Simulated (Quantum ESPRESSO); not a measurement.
MgGa2SiO6 (made-up cell) (calculated)

Computed with Quantum ESPRESSO 7.5. Calculation on a made-up crystal cell, not a measurement: periodic Kohn-Sham density functional theory in plane waves with PseudoDojo standard norm-conserving scalar-relativistic pseudopotentials, each functional with its own files (v0.5 for PBE, v0.4.1 for LDA and PBEsol), no spin polarisation, no spin-orbit coupling, atoms not relaxed, stress positive in tension, energies less a fixed whole-eV offset for each atom's element; levels are Kohn-Sham levels at fractions of this cell's reciprocal vectors, counted from the reference band (half the neutral cell's valence electrons, rounded up) at Gamma; error bars cover cutoff and k-mesh only, not smearing or the files; each bar is the largest change over components, and at least 0.002 eV, 0.002 eV per angstrom or 0.02 GPa; added strain carries the atoms with the cell, and shear is the tensor component; no dispersion term; energies are for the whole cell, and the offsets were chosen from early runs and are not element reference energies.

MgGa2SiO6 (made-up cell)

```
MgGa2SiO6
1.0
      2.5401     1.4909     4.5748
     -2.4311     1.4691     4.5212
      0.0356    -2.8758     4.5209
Si Ga Mg Ga O
1 1 1 1 6
Direct
  0.37366 0.32240 0.36638
  0.15440 0.15902 0.14619
  0.66616 0.66604 0.62385
  0.86067 0.82086 0.86209
  0.59680 0.93458 0.26478
  0.21472 0.57938 0.96397
  0.93846 0.28020 0.54785
  0.45989 0.05691 0.76092
  0.75121 0.48262 0.03529
  0.06583 0.77570 0.43231
```

- lattice type: corundum
- functional: pbe
- cutoff: 1143 eV
- fermi dirac smearing: 0.025 eV
- scf tolerance: 1e-07 eV
- electrons removed: 0
- k mesh: 5 x 5 x 5, shifted by half a step
- stress zz: withheld
- stress yz: withheld
- stress xx: withheld

Atoms:
```tsv
atoms element	atom site	atom energy offset (eV)
Si	1	-115
Ga	2	-2080
Mg	3	-1617
Ga	4	-2080
O	5	-452
O	6	-452
O	7	-452
O	8	-452
O	9	-452
O	10	-452
```

To be estimated
1. Give the missing stress zz for MgGa2SiO6 (made-up cell).
2. MgGa2SiO6 (made-up cell): stress yz?
3. Give the missing stress xx for MgGa2SiO6 (made-up cell).

## Answers
1. -2.599 GPa
2. 3.348 GPa
3. -4.184 GPa

Further results for MgGa2SiO6 (made-up cell):

- free energy less offsets: 5.689 eV
- scf iterations: 12
- smearing term minus ts: 0 eV
- pressure: 2.469 GPa
- stress yy: -0.624 GPa
- stress xz: -0.07971 GPa
- stress xy: 6.238 GPa
- reference band: 38
- error bar energy: 0.003281 eV
- error bar stress: 0.03405 GPa
- error bar force: 0.004879 eV/Å
- error bar next band up: 0.002 eV
- error bars from: tighter rerun of a related cell

Forces:
```tsv
site	x (eV/Å)	y (eV/Å)	z (eV/Å)
1	-1.212	0.4263	-0.763
2	-0.5825	-0.3962	0.3767
3	0.7865	-3.611	0.9106
4	-2.608	2.395	2.857
5	-5.546	3.098	-0.5489
6	3.634	-0.1864	1.954
7	3.988	0.5415	0.1172
8	-2.431	2.568	-1.493
9	1.238	-4.664	-2.75
10	2.733	-0.1714	-0.66
```

Levels:
```tsv
level k point	next band up (eV)
Gamma	2.154
(1/2,1/2,1/2)	3.684
(0.15,0,0)	2.668
(0,0.15,0)	2.68
(0,0,0.15)	2.651
```
